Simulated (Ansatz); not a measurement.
Suppose Ca₃SiS takes space group P6/mmm (No. 191), with Ca on 3f; Si on 1a; S on 1b.

The calculation used DFT PBE, scalar-relativistic, plane waves, PAW in Ansatz. Cutoff 420 eV, Γ-centred mesh, Gaussian smearing, no spin polarisation.

The zero of energy is the elements' standard structures at the same level; no fitted shifts are applied.

Problem. Predict the relaxed structure.

Solution.

Space group P6/mmm (No. 191). a = 6.788 Å, b = 6.788 Å, c = 4.507 Å, α = 90.00°, β = 90.00°, γ = 120.00°
```
atom  site  symmetry       x       y       z
  Ca    3f       mmm  0.5000  0.0000  0.0000
  Si    1a     6/mmm  0.0000  0.0000  0.0000
   S    1b     6/mmm  0.0000  0.0000  0.5000
```

Ca has 2 Si at 3.39 Å and 4 Ca at 3.39 Å; Si is surrounded by 2 S at 2.25 Å and 6 Ca at 3.39 Å; S has 2 Si at 2.25 Å. Another local minimum with the same sites may exist.

Problem. Where does its energy lie, and is it a metal?

Solution. The formation energy is +0.20 eV/atom and the gap on the 6×6×8 mesh of the 5-atom cell is 0 eV (a metal). It can't be a ground state, since the elements alone are lower.

The last run used Gaussian smearing of 0.10 eV. The cell is a metal run without spin; a magnetic state may lie lower. The reference form of S is held partly by dispersion forces, which this level lacks. A structure relaxed within its symmetry needn't be a true minimum. Another cell of Ca3SiS relaxed alike, in Pm, lies 1.04 eV/atom lower, so this cell isn't the stable form at this level.
